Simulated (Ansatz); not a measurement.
What DFT gives for HfSiSe

```
CELL_PARAMETERS angstrom
3.67232 0.00000 0.00000
0.00000 3.67232 0.00000
0.00000 0.00000 8.41700
ATOMIC_POSITIONS crystal
Hf 0.00000 0.50000 0.25900
Hf 0.50000 0.00000 0.74100
Si 0.00000 0.00000 0.00000
Si 0.50000 0.50000 0.00000
Se 0.00000 0.50000 0.61500
Se 0.50000 0.00000 0.38500
```

The numbers come from plane-wave PAW DFT (Ansatz): r2SCAN, no spin polarisation, 500 eV, 7×7×3 Γ-centred k points, gaussian occupations (width 0.0392 eV). Nothing was relaxed.

**Charges.** Bader charges in e: Hf +1.79, Si -0.68, Se -1.11. In the mean Hf gives up most and Se takes most.
**Electronic structure.** It is a metal on this mesh, though the bands barely overlap, with about 0.24 states/eV a cell as the mean within 0.25 eV of the Fermi level, mostly Hf d (64 %) and Si p (20 %).
**Stress.** The pressure is -6.1 GPa (compression positive), so with the atoms held at these fractions the cell would first shrink. The principal stresses -7.5, -5.4, -5.4 GPa differ, so its shape would change too.
**Forces.** The largest is on Se5 (and as large on other atoms): 0.62 eV/Å, components (0.00, 0.00, 0.62). It makes 68° with the line to a nearest neighbour, Hf2 at 2.80 Å.
**Formation energy.** -1.07 eV an atom against the elements' usual phases (free molecules for gases, crystals otherwise, with no correction for O₂ or N₂), so it is bound against them; other compounds may still compete. Relaxing would lower it.

Origin: a database entry at a rescaled volume.
